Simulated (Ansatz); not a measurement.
One crystal and one scan (energy over volume and axial ratio) at two levels, PBE (plane waves to 420 eV, PAW, scalar-relativistic; Ansatz, a program for electronic structure) and r2SCAN (plane waves to 500 eV, PAW, scalar-relativistic; Ansatz), each from its own relaxed cell and on its own mesh. The cell shown is that of PBE.

Mg$_{3}$Sb$_{2}$ (A-La2O3 type, space group P-3m1)

```xyz
5
Lattice="4.5959 0.0000 0.0000 -2.2980 3.9802 0.0000 0.0000 0.0000 7.2716" Properties=species:S:1:pos:R:3 pbc="T T T"
Sb     0.0000     2.6535     1.6419
Sb     2.2980     1.3267     5.6296
Mg     0.0000     0.0000     0.0000
Mg     0.0000     2.6535     4.5983
Mg     2.2980     1.3267     2.6733
```

The relaxed cell is deformed in two ways at once: its volume V is scaled, and at that volume it is stretched along z (the c axis of the conventional cell) so that c/a changes. Fractional atomic positions are held.

Energies are smeared free energies. Mg3Sb2 was relaxed with its symmetry unable to fall. Spin-orbit coupling is left out, though Sb is heavy. As the atoms are clamped, bonds stretch with the cell, which overstates energies and stresses. Percentages come from the unrounded values. Both scans cover V/V₀ from 0.960 to 1.040 and (c/a)/(c/a)₀ from 0.920 to 1.080.

```tsv
quantity	PBE	r2SCAN	PBE − r2SCAN
Lattice constant a (Å)	4.596	4.567	+0.029 (+0.6 %)
Lattice constant c (Å)	7.272	7.247	+0.025 (+0.3 %)
Relaxed volume (Å³/atom)	26.60	26.18	+0.42 (+1.6 %)
Band gap of the relaxed cell, no spin-orbit coupling (eV)	0.15	0.61	-0.46 (-75 %)
Modulus against c/a change at fixed volume, (3/4V)·∂²E/∂(ln c/a)² (fit, atoms clamped) (GPa)	33	39	-6 (-14 %)
```

PBE gives the higher value for: lattice constant a; lattice constant c; relaxed volume. PBE gives the lower value for: band gap of the relaxed cell, no spin-orbit coupling; modulus against c/a change at fixed volume.

(A scan under strain: stresses follow from slopes of the energy per volume, elastic moduli from its curvatures.)
